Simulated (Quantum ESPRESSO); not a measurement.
Li₂O (anti-fluorite, space group Fm-3m, No. 225) has an indirect gap of 4.90 eV with norm-conserving PBEsol (Quantum ESPRESSO, 84 Ry, scalar-relativistic). After an isotropic strain (on all lattice vectors, atoms relaxed) the gap is indirect, 4.99 eV.

Problem. Which strain was applied?
A) +2 %
B) -0.7 %
C) -1.5 %
D) +1 %
E) -3 %

Solution. C, -1.5 %. Gaps found: -3 %: 5.07 eV (indirect); -1.5 %: 4.99 eV (indirect); -0.7 %: 4.94 eV (indirect); 0 %: 4.90 eV (indirect); 1 %: 4.85 eV (indirect); 2 %: 4.79 eV (indirect).
